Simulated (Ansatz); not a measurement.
## InAs: from a starting cell to a relaxed one

The start is a generated trial cell of InAs in the zincblende structure type. The structure is fully relaxed (lattice and positions, P = 0) with r2SCAN (plane waves to 500 eV, PAW, scalar-relativistic; Ansatz, a quantum-chemistry and plane-wave program). The first steps use a coarse 7×7×7 k-mesh.

Starting cell:
```
InAs
1.0
    0.00000     3.03729     3.03729
    3.03729     0.00000     3.03729
    3.03729     3.03729     0.00000
As In
1 1
Direct
  0.75000   0.75000   0.75000
  0.00000   0.00000   0.00000
```

Problem. By how much does the energy per atom fall from start to end?

Solution. Under 0.01 eV/atom.

Problem. How does the volume change?

Solution. +1.8 %, from 28.02 to 28.51 Å³/atom.

Problem. Write out the relaxed structure.

Solution. 
Space group F-43m (No. 216); a = 6.110 Å, b = 6.110 Å, c = 6.110 Å, α = 90.00°, β = 90.00°, γ = 90.00°

| atom | site | symmetry | x | y | z |
|---|---|---|---|---|---|
| As | 4c | -43m | 0.2500 | 0.2500 | 0.2500 |
| In | 4a | -43m | 0.0000 | 0.0000 | 0.0000 |
(The calculation used a cell of 2 atoms; values per cell refer to that cell.)

The space group stays F-43m (No. 216) (the run could not lower it); the end is zinc blende type, with 2 atoms in the primitive cell. Final values are on a 9×9×9 k-mesh of the relaxed cell. No spin polarisation in the result.

The run could not lose the symmetry of its start.

All atoms sit on sites fixed by symmetry, so only the cell could relax.
